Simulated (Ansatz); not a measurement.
An Ansatz (a quantum-chemistry and plane-wave program) input:

Ansatz 0.2 input:
```yaml
crystal:
  lattice:
    - [5.2942721581, 0.0, 0.0]
    - [0.0, 5.2942721581, 0.0]
    - [0.0, 0.0, 3.1089511892]
  atoms:
    - { symbol: Al, position: [0.3228491548, 0.6771508452, 0.0] }
    - { symbol: Al, position: [0.6771508452, 0.3228491548, 0.0] }
    - { symbol: Al, position: [0.8228491548, 0.8228491548, 0.5] }
    - { symbol: Al, position: [0.1771508452, 0.1771508452, 0.5] }
    - { symbol: N, position: [0.3152956211, 0.3152956211, 0.0] }
    - { symbol: N, position: [0.6847043789, 0.6847043789, 0.0] }
    - { symbol: N, position: [0.1847043789, 0.8152956211, 0.5] }
    - { symbol: N, position: [0.8152956211, 0.1847043789, 0.5] }
kpoints:
  mp_grid: { grid: [5, 5, 8] }
basis: { xc_grid: 2 }
hamiltonian:
  xc: pbesol
  pseudopotentials: { kind: paw }
scf:
  occupations: { method: fixed }
output:
  optics: { e_range: [0.0, 15.0], de: 0.05, sigma: 0.1, bands: { spectra_wanted_up_to: 12 eV } }
```

Question: How many symmetry operations and irreducible k-points will the run report?

Answer: 16 operations, 30 of 200 k-points.

Question: With a cutoff of 420 eV, how many plane waves at Γ?

Answer: 1723.

It took very roughly 40 core-seconds on shared server cores.

Space group P4_2/mnm. The start of the workflow was typed in or built on a structure type; neither database checked (COD, Materials Project) lists it. It is not the phase usual at ambient conditions (space group No. 186, 216). The PBEsol relaxation kept the symmetry of its start; phonons on a q-mesh show no instability.

Potentials: the later of the program's two PAW sets.

Ansatz is a plane-wave DFT program.
